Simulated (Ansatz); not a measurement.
Relaxed MgH2 (rutile):

```
CELL_PARAMETERS angstrom
      4.51729     0.00000     0.00000
      0.00000     4.51729     0.00000
      0.00000     0.00000     3.01286
ATOMIC_POSITIONS crystal
  Mg 0.00000 0.00000 0.00000
  Mg 0.50000 0.50000 0.50000
  H  0.30441 0.30441 0.00000
  H  0.80441 0.19559 0.50000
  H  0.19559 0.80441 0.50000
  H  0.69559 0.69559 0.00000
```

A phonon eigenvector at Γ is frozen into this cell: atom i moves by Q times the vector below, so Q is the largest atomic displacement, in Å. The cell is held.

| atom | x | y | z |
|---|---|---|---|
| H3 | 0.707 | 0.707 | 0.000 |
| H4 | 0.707 | -0.707 | 0.000 |
| H5 | -0.707 | 0.707 | 0.000 |
| H6 | -0.707 | -0.707 | 0.000 |

Atoms not listed stay in place.

All values below come from PBE (plane waves to 420 eV, PAW, scalar-relativistic; Ansatz, a first-principles code). k mesh 7×7×11 (Γ-centred), Fermi-Dirac smearing 0.05 eV. The energy includes the smearing's −TS. Stress and pressure are positive under compression. MgH2 was relaxed with its symmetry unable to fall. The zero of ΔE is the undisplaced structure.

```
Q (Å)   −dE/dQ from forces (eV/Å)  ΔE (meV/cell)  P (GPa)
------  -------------------------  -------------  -------
-0.100                      2.427          120.7     0.28
-0.083                      2.015           83.7     0.14
-0.067                      1.608           53.5     0.04
-0.050                      1.204              ?    -0.02
-0.033                      0.802           13.4    -0.05
-0.017                      0.401              ?    -0.04
0.000                       0.000            0.0     0.00
0.017                      -0.402              ?     0.07
0.033                      -0.805           13.4     0.18
0.050                      -1.211              ?     0.32
0.067                      -1.620           53.8     0.48
0.083                      -2.032           84.2     0.68
0.100                      -2.448          121.6     0.90
```

Task: Some entries are withheld; supply them.

Result: 
- -0.050, ΔE (meV/cell): 30.1
- -0.017, ΔE (meV/cell): 3.3
- 0.017, ΔE (meV/cell): 3.3
- 0.050, ΔE (meV/cell): 30.2

(For displaced atoms, the force is minus the slope of the energy, and its curvature is a force constant, which sets phonon frequencies.)
